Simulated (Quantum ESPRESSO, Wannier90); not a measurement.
CaPdF6 (R-3): Wannier90 run

```xyz
8
Lattice="-2.5705 4.4522 0.0000 -5.1410 0.0000 0.0000 -2.5705 1.4841 4.8918" Properties=species:S:1:pos:R:3 pbc="T T T"
Ca    -5.1410     2.9682     2.4459
Pd     0.0000     0.0000     0.0000
F      0.7251     1.3705    -1.1253
F     -0.7251    -1.3705     1.1253
F      0.8243    -1.3131    -1.1253
F     -0.8243     1.3131     1.1253
F     -1.5494    -0.0573    -1.1253
F      1.5494     0.0573     1.1253
```

Structure: Materials Project mp-7922, symmetrised, not relaxed again. COD (Crystallography Open Database) has an entry of this formula and space group (matched by these alone). Computed values, not measurements, from PBEsol: Quantum ESPRESSO (norm-conserving PseudoDojo potentials, cutoff 68 Ry, no spin polarisation, no spin-orbit coupling) on a Γ-centred 4×4×4 mesh, then Wannier90. Density: 8×8×8 mesh, cold smearing 0.01 Ry.

Functional, cutoff and mesh named above are those of the base row (4×4×4); the first column says what each row takes instead. Model: 27 functions from bands 6-11,15-35, start SCDM (isolated) (the valence bands). Energies are relative to the valence-band maximum; the misfit is to pw.x on a path, for all bands of the set. Only the mesh of Bloch states changes. Ω_total can sit in another minimum from row to row; Ω_I of an isolated set cannot. A star marks runs that hit the step limit.

```tsv
mesh	Ω_I (Å²)	Ω_total (Å²)	rms misfit (meV)	k-points (cost)	rough cost of nscf and overlaps (first row = 1)
2×2×2	13.04	14.80*	3.6	8	1.0
3×3×3	…	15.62*	0.8	27	2.8
4×4×4	14.31	15.95*	0.2	64	5
5×5×5	14.48	16.11*	0.2	125	10
```

**Question.** Complete the blanks.

**Answer.** 
- 3×3×3, Ω_I (Å²): 13.95
